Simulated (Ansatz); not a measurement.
## Computed properties of BiRh

BiRh:
```yaml
crystal:
  lattice:
    - [4.07861, 0.00000, 0.00000]
    - [-2.03931, 3.53218, 0.00000]
    - [0.00000, 0.00000, 5.59497]
  atoms:
    - { symbol: Bi, position: [0.33333, 0.66667, 0.25000] }
    - { symbol: Bi, position: [0.66667, 0.33333, 0.75000] }
    - { symbol: Rh, position: [0.00000, 0.00000, 0.50000] }
    - { symbol: Rh, position: [0.00000, 0.00000, 0.00000] }
```

Space group P6_3/mmc (No. 194), NiAs type; conventional cell a = b = 4.0786 Å, c = 5.5950 Å, α = β = 90.00°, γ = 120.00°.

Method: the program Ansatz at the LDA level (PAW). Geometry: relaxed at this level of theory. Other levels are named where they apply.

Cell and energy:

| Item | Value |
|---|---|
| Volume per atom | 20.15 Å³ |
| Density | 12.85 g/cm³ |
| Formation energy from the elements (no fitted shifts) | -0.17 eV/atom |

Electronic structure:

| Quantity | Result |
|---|---|
| Electronic character | metallic (no gap) |
| Density of states at the Fermi level | 0.64 states/eV per atom (mean over ±0.08 eV) |

Mechanics:

| Item | Value |
|---|---|
| Bulk modulus (Birch–Murnaghan fit) | 142 GPa |
| Pressure derivative B′ | 5.1 |
| Elastic constants (relaxed ions, GPa) | C11 = 188, C12 = 124, C13 = 106, C33 = 237, C44 = 69.8 |
| Mechanical stability | stable (all eigenvalues of C positive) |
| Hill bulk and shear moduli | 142 and 49.5 GPa |
| Young's modulus | 133 GPa |
| Poisson's ratio | 0.34 |
| Debye temperature from the elastic constants | 241 K |

Phonons:

| Quantity | Result |
|---|---|
| Highest zone-centre frequency | 211 cm⁻¹ |
| Zone-centre stability | no imaginary mode at Γ |

The first step of the workflow began from a Materials Project structure, measured or hypothetical; the Crystallography Open Database files this formula in space group No. 194, but the cells were not matched. Its standing as an ambient phase is unchecked. The cell was relaxed with LDA under the symmetry of its start. The run is not spin-polarised. As this level gives no gap, shear constants depend on the k-mesh and smearing (Fermi–Dirac, 0.1 eV here). As this level gives no gap, phonon frequencies hold no LO–TO term and depend on the k-mesh and smearing (Fermi–Dirac, 0.1 eV here). Axis ratios of metals converge slowly with the k-mesh, so a and c are less sure than the volume. The references are the lowest solids computed at this level, not always the standard phases. Scalar-relativistic: spin–orbit coupling is off unless named, which matters more the heavier the elements.

Potentials: the later of the program's two PAW sets.
